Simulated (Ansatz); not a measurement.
**Relaxing a structure of Si2W**

The start is a relaxed Si2W cell displaced along its unstable phonon at q = (0, 0, ½) of its primitive reciprocal cell (82i cm⁻¹), largest move 0.15 Å. Cell shape, volume and atoms are optimised at zero target pressure with r2SCAN (plane waves to 500 eV, PAW, scalar-relativistic; Ansatz, an electronic-structure program). The first steps use a coarse 9×9×7 k-mesh.

Input geometry:
```
Si2W
1.0
    4.29788     0.00000     0.00000
   -2.14894     3.72207     0.00000
    0.00000     0.00000     5.15086
W Si
2 4
Direct
  0.97985   0.95970   0.00000
  0.02015   0.04030   0.50000
  0.33333   0.66667   0.25000
  0.33333   0.66667   0.75000
  0.66667   0.33333   0.25000
  0.66667   0.33333   0.75000
```

Problem. Which atoms feel the largest initial force, and how large is it?

Solution. 0.85 eV/Å, on W1, W2 (atoms numbered as listed).

Problem. How much energy is released per atom?

Solution. 0.55 eV/atom.

Problem. How does the volume per atom move from start to end?

Solution. +0.9 %, from 13.73 to 13.86 Å³/atom.

Problem. Does it find its way back to the structure it was made from?

Solution. It does not go back: it reaches Cmcm (No. 63), 0.58 eV/atom below the parent.

Problem. How do the shortest distances between atoms change?

Solution. The closest pairs of elements (up to four, under 3.6 Å), start → end: Si–Si 2.48 → 2.28 Å; Si–W 2.66 → 2.55 Å; W–W 2.59 → 3.22 Å.

Problem. Is the relaxed structure metallic? Give its gap.

Solution. Zero (metallic).

Problem. Write out the relaxed structure.

Solution. 
Space group Cmcm (No. 63); a = 3.275 Å, b = 8.494 Å, c = 5.981 Å, α = 90.00°, β = 90.00°, γ = 90.00°

```tsv
atom	site	symmetry	x	y	z
W	4c	m2m	0.0000	0.0706	0.2500
Si	8f	m..	0.0000	0.3533	0.0594
```
(The calculation used a cell of 6 atoms; values per cell refer to that cell.)

Final values are on a 15×15×8 k-mesh of the relaxed cell. No spin polarisation in the result.

The run could not lose the symmetry of its start: the end is stationary, and may be a saddle point rather than a minimum.

The relaxed structure here is a generated cell of Si2W: the first start was made by placing the elements on the sites of a structure type, and the end was not matched to a known phase here, so it may be hypothetical. Known forms of Si2W include space group No. 139.
